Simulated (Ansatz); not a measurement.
Here is the system:

BAs:
```yaml
crystal:
  lattice:
    - [0.00000, 2.28538, 2.28538]
    - [2.28538, 0.00000, 2.28538]
    - [2.28538, 2.28538, 0.00000]
  atoms:
    - { symbol: B, position: [0.00000, 0.00000, 0.00000] }
    - { symbol: As, position: [0.50000, 0.50000, 0.50000] }
```

This is the PBEsol-relaxed structure.

Question: All from the program Ansatz at the PBEsol level (PAW), unless another level is named. Give the electronic character.

Answer: metallic (no gap).

Question: And the density of states at the Fermi level?

Answer: 0.37 states/eV per atom (mean over ±0.08 eV).

Question: What about the formation energy from the elements (no fitted shifts)?

Answer: 0.80 eV/atom.

Question: Next, the gap with spin–orbit coupling?

Answer: none (metallic).

Space group Fm-3m (rock salt). The start of the workflow was typed in or built on a structure type; neither database checked (COD, Materials Project) lists it. It is not the phase usual at ambient conditions (space group No. 216). Symmetry was held in the PBEsol relaxation. At this level the phase is dynamically unstable (imaginary phonons). Its formation energy is positive at this level, so the cell may be metastable or incomplete. The references are the lowest solids computed at this level, not always the standard phases. Scalar-relativistic: spin–orbit coupling is off unless named, which matters more the heavier the elements.

Potentials: the earlier of the program's two PAW sets. The files were generated under PBE; for other functionals the program regenerates the frozen cores, and for LDA and PBEsol the local potential too.
